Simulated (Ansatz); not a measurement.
Data:

WSe₂:
```cif
data_Se4W2
_chemical_formula_sum 'W2 Se4'
_space_group_name_H-M_alt 'P 1'
_space_group_IT_number 1
_cell_length_a 3.30225
_cell_length_b 3.30225
_cell_length_c 13.22462
_cell_angle_alpha 90.000
_cell_angle_beta 90.000
_cell_angle_gamma 120.000
loop_
_space_group_symop_operation_xyz
  'x, y, z'
loop_
_atom_site_label
_atom_site_type_symbol
_atom_site_fract_x
_atom_site_fract_y
_atom_site_fract_z
_atom_site_occupancy
W1 W 0.66667 0.33333 0.75000 1
W2 W 0.33333 0.66667 0.25000 1
Se1 Se 0.33333 0.66667 0.87578 1
Se2 Se 0.66667 0.33333 0.12422 1
Se3 Se 0.66667 0.33333 0.37578 1
Se4 Se 0.33333 0.66667 0.62422 1
```

This is the r²SCAN+D4-relaxed structure.

Question: All from r²SCAN+D4 (plane waves, PAW; program Ansatz), unless another level is named. Estimate the Bader charges.

Answer: W +1.18, Se -0.59 e.

Question: What about the Born charges (a third of the trace)?

Answer: W -0.91, Se +0.45 e.

Question: Give the static dielectric constant ε0 (ions relaxed, cell fixed).

Answer: 14.5 (xx = yy), 6.16 (zz).

Question: Give the electronic dielectric constant ε∞ (DFPT).

Answer: 14.3 (xx = yy), 6.13 (zz).

Space group P6_3/mmc. The cell was relaxed with r²SCAN+D4 under the symmetry of its start. No spin polarisation was allowed. Spin–orbit coupling is left out wherever it is not named.

Potentials: the earlier of the program's two PAW sets. The files were generated under PBE; for other functionals the program regenerates the frozen cores, and for LDA and PBEsol the local potential too.
